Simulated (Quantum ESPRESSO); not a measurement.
Al3MgN3O, input and log of a self-consistent run

A calculation, not a measurement. The program is pw.x of Quantum ESPRESSO 7.5 (plane-wave density functional theory). The cell is made up: 8 atoms on a wurtzite lattice, with randomly drawn elements, strain and displacements, not relaxed. PseudoDojo standard norm-conserving files (v0.5 for PBE, v0.4.1 for LDA and PBEsol) set the functional; there is no spin polarisation, spin-orbit coupling or dispersion term, and the masses in the input are unused placeholders.

Input:

```
&control calculation='scf', pseudo_dir='./dojo.nc.sr.pbe.v0_5.standard.upf', outdir='./o', disk_io='low', tprnfor=.true., tstress=.true. /
&system ibrav=0, nat=8, ntyp=4, nbnd=26, ecutwfc=84.00895049, nosym=.true., tot_charge=0,
 occupations='smearing', smearing='fd', degauss=0.0018374661
/
&electrons conv_thr=7.350e-09, electron_maxstep=60, /
ATOMIC_SPECIES
Al 1.0 Al.upf
Mg 1.0 Mg.upf
N 1.0 N.upf
O 1.0 O.upf
CELL_PARAMETERS angstrom
3.1341 -0.0344 0.0289
-0.0596 5.385 -0.0205
0.0472 -0.0193 5.0112
ATOMIC_POSITIONS angstrom
Al -0.0345 -0.0212 0.0034
Al 1.5892 2.6441 -0.0109
Al 1.4367 0.8928 2.5483
Mg -0.1485 3.5896 2.4799
N 0.1055 0.0697 1.8685
N 1.5944 2.702 1.8799
N 1.5343 0.7996 4.425
O -0.0032 3.5243 4.2887
K_POINTS automatic
6 4 4 1 1 1
```

The log is shortened where brackets say so; the opening notice, blank lines, dates and the lines on written files are dropped, and the path of the files is cut. It prints rydbergs, bohrs and kilobars, and counts compression as positive stress. With no partly filled state, the Fermi energy that it prints is only some level between the filled and the empty states on the mesh, and need not lie in the true gap.

```
     Program PWSCF v.7.5
     Parallel version (MPI & OpenMP), running on       4 processor cores
     Number of MPI processes:                 4
     Threads/MPI process:                     1
     [start-up lines left out]
     bravais-lattice index     =            0
     lattice parameter (alat)  =       5.9232  a.u.
     unit-cell volume          =     570.6113 (a.u.)^3
     number of atoms/cell      =            8
     number of atomic types    =            4
     number of electrons       =        40.00
     number of Kohn-Sham states=           26
     kinetic-energy cutoff     =      84.0090  Ry
     charge density cutoff     =     336.0358  Ry
     scf convergence threshold =      7.3E-09
     mixing beta               =       0.7000
     number of iterations used =            8  plain     mixing
     Exchange-correlation= PBE
                           (   1   4   3   4   0   0   0)
     [axes and pseudopotential details left out]
   Cartesian axes
     site n.     atom                  positions (alat units)
         1        Al     tau(   1) = (  -0.0110068  -0.0067636   0.0010847  )
         2        Al     tau(   2) = (   0.5070153   0.8435686  -0.0034775  )
         3        Al     tau(   3) = (   0.4583620   0.2848372   0.8130048  )
         4        Mg     tau(   4) = (  -0.0473772   1.1452191   0.7911825  )
         5        N      tau(   5) = (   0.0336585   0.0222370   0.5961227  )
         6        N      tau(   6) = (   0.5086743   0.8620409   0.5997597  )
         7        N      tau(   7) = (   0.4895001   0.2551029   1.4117435  )
         8        O      tau(   8) = (  -0.0010209   1.1243859   1.3682586  )
     number of k points=    48  Fermi-Dirac smearing, width (Ry)=  0.0018
                       cart. coord. in units 2pi/alat
        k(    1) = (   0.0834375   0.0739774   0.0776844), wk =   0.0416667
        k(    2) = (   0.0820018   0.0745568   0.2340710), wk =   0.0416667
     [further k points left out]
     Dense  grid:    59357 G-vectors     FFT dimensions: (  36,  60,  60)
     Estimated max dynamical RAM per process >     106.32 MB
     Estimated total dynamical RAM >     381.79 MB
     Initial potential from superposition of free atoms
     starting charge      39.9918, renormalised to      40.0000
     Starting wfcs are   33 randomized atomic wfcs
     total cpu time spent up to now is        1.5 secs
     per-process dynamical memory:    81.6 Mb
     Self-consistent Calculation
     iteration #  1     ecut=    84.01 Ry     beta= 0.70
     Davidson diagonalization with overlap
     ethr =  1.00E-02,  avg # of iterations =  4.0
     total cpu time spent up to now is        3.1 secs
     total energy              =    -227.47197534 Ry
     estimated scf accuracy    <       2.67907104 Ry
     iteration #  2     ecut=    84.01 Ry     beta= 0.70
     Davidson diagonalization with overlap
     ethr =  6.70E-03,  avg # of iterations =  2.5
     total cpu time spent up to now is        4.5 secs
     total energy              =    -228.13587327 Ry
     estimated scf accuracy    <       2.47490856 Ry
     iteration #  3     ecut=    84.01 Ry     beta= 0.70
     Davidson diagonalization with overlap
     ethr =  6.19E-03,  avg # of iterations =  2.0
     total cpu time spent up to now is        5.7 secs
     total energy              =    -228.60348099 Ry
     estimated scf accuracy    <       0.11671939 Ry
     iteration #  4     ecut=    84.01 Ry     beta= 0.70
     Davidson diagonalization with overlap
     ethr =  2.92E-04,  avg # of iterations =  3.6
     total cpu time spent up to now is        7.1 secs
     total energy              =    -228.62672650 Ry
     estimated scf accuracy    <       0.01023572 Ry
     iteration #  5     ecut=    84.01 Ry     beta= 0.70
     Davidson diagonalization with overlap
     ethr =  2.56E-05,  avg # of iterations =  6.9
     total cpu time spent up to now is        8.8 secs
     total energy              =    -228.62906219 Ry
     estimated scf accuracy    <       0.00312348 Ry
     [iterations 6 to 7 left out]
     iteration #  8     ecut=    84.01 Ry     beta= 0.70
     Davidson diagonalization with overlap
     ethr =  2.67E-07,  avg # of iterations =  2.0
     total cpu time spent up to now is       12.8 secs
     total energy              =    -228.62936546 Ry
     estimated scf accuracy    <       0.00000583 Ry
     iteration #  9     ecut=    84.01 Ry     beta= 0.70
     Davidson diagonalization with overlap
     ethr =  1.46E-08,  avg # of iterations =  3.2
     total cpu time spent up to now is       14.2 secs
     total energy              =    -228.62936716 Ry
     estimated scf accuracy    <       0.00000269 Ry
     iteration # 10     ecut=    84.01 Ry     beta= 0.70
     Davidson diagonalization with overlap
     ethr =  6.73E-09,  avg # of iterations =  2.0
     total cpu time spent up to now is       15.4 secs
     total energy              =    -228.62936749 Ry
     estimated scf accuracy    <       0.00000033 Ry
     iteration # 11     ecut=    84.01 Ry     beta= 0.70
     Davidson diagonalization with overlap
     ethr =  8.13E-10,  avg # of iterations =  2.1
     total cpu time spent up to now is       16.6 secs
     total energy              =    -228.62936755 Ry
     estimated scf accuracy    <       0.00000005 Ry
     iteration # 12     ecut=    84.01 Ry     beta= 0.70
     Davidson diagonalization with overlap
     ethr =  1.27E-10,  avg # of iterations =  2.0
     total cpu time spent up to now is       17.9 secs
     End of self-consistent calculation
          k = 0.0834 0.0740 0.0777 (  7415 PWs)   bands (ev):
   -64.2557 -31.2077 -31.1050 -31.0900 -12.3649  -7.2482  -5.2798  -4.3971
     0.6071   1.2082   2.3232   2.8673   4.1233   4.5694   5.0928   5.7548
     6.3061   7.1462   7.7487   8.2393  10.2718  12.3407  13.6776  14.3295
    15.4357  16.0643
     [levels at the other k points left out]
     the Fermi energy is     8.9897 ev
!    total energy              =    -228.62936756 Ry
     estimated scf accuracy    <          2.5E-09 Ry
     smearing contrib. (-TS)   =      -0.00000000 Ry
     internal energy E=F+TS    =    -228.62936756 Ry
     The total energy is F=E-TS. E is the sum of the following terms:
     one-electron contribution =    -120.49823175 Ry
     hartree contribution      =      79.43105829 Ry
     xc contribution           =     -50.00854332 Ry
     ewald contribution        =    -137.55365078 Ry
     convergence has been achieved in  12 iterations
     Forces acting on atoms (cartesian axes, Ry/au):
     atom    1 type  1   force =    -0.02048124    0.02280017    0.05081111
     atom    2 type  1   force =    -0.02891294   -0.03760844    0.07424571
     atom    3 type  1   force =     0.14132688    0.06283979   -0.05342264
     atom    4 type  2   force =     0.13948709    0.06221696   -0.06326641
     atom    5 type  3   force =    -0.14726540   -0.02849767   -0.04045032
     atom    6 type  3   force =    -0.13834839   -0.11209128   -0.08825327
     atom    7 type  3   force =     0.04050582    0.01848397   -0.01933859
     atom    8 type  4   force =     0.01368818    0.01185651    0.13967440
     Total force =     0.388860     Total SCF correction =     0.000077
     Computing stress (Cartesian axis) and pressure
          total   stress  (Ry/bohr**3)                   (kbar)     P=      119.23
   0.00120661   0.00097066   0.00032695          177.50      142.79       48.10
   0.00097066   0.00063820   0.00026403          142.79       93.88       38.84
   0.00032695   0.00026403   0.00058673           48.10       38.84       86.31
     init_run     :      1.46s CPU      1.50s WALL (       1 calls)
     electrons    :     16.25s CPU     16.33s WALL (       1 calls)
     forces       :      0.26s CPU      0.27s WALL (       1 calls)
     stress       :      0.88s CPU      0.88s WALL (       1 calls)
     [timing details left out]
     PWSCF        :     18.90s CPU     19.05s WALL
     JOB DONE.
```

In other units: free energy -3110.661 eV for the cell, pressure 11.92 GPa, largest force component 3.786 eV/Å. A rerun of a related cell, with the same atoms placed differently, at 1437 eV and a 8 x 6 x 6 mesh moved values by no more than 0.002 eV in energy, 0.02 GPa in stress and 0.003 eV/Å in force.